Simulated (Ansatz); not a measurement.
A distorted cell of ZrC (rock salt):

```xyz
4
Lattice="0.0000 4.7087 4.7087 2.3544 0.0000 2.3544 2.3544 2.3544 0.0000" Properties=species:S:1:pos:R:3 pbc="T T T"
C     -0.0481     0.0481     0.0481
C      2.4025     2.3063     4.6606
Zr     2.3544     2.3544     2.3544
Zr     2.3544     4.7087     4.7087
```

Level of theory: PBE (plane waves to 420 eV, PAW, scalar-relativistic; Ansatz, a quantum-chemistry and plane-wave program). k mesh 17×17×17 (Γ-centred), Fermi-Dirac smearing 0.05 eV. Stress and pressure are positive under compression. With partly filled bands, energies and forces of such displacements shift with the k mesh and the smearing. ZrC is run without spin polarisation. ZrC was relaxed with its symmetry unable to fall.

**Question.** What forces act on the atoms (eV/Å, Cartesian)?

**Answer.** 
```tsv
atom	Fx	Fy	Fz
C1	0.902	-0.902	-0.902
C2	-0.902	0.902	0.902
Zr3	0.000	0.000	0.000
Zr4	0.000	0.000	0.000
```

**Question.** Give the stress tensor in GPa and the pressure.

**Answer.** 
```
    0.6      0.2      0.2
    0.2      0.6     -0.2
    0.2     -0.2      0.6
```
The pressure, a third of the trace, is 0.6 GPa.

(For displaced atoms, the force is minus the slope of the energy, and its curvature is a force constant, which sets phonon frequencies.)
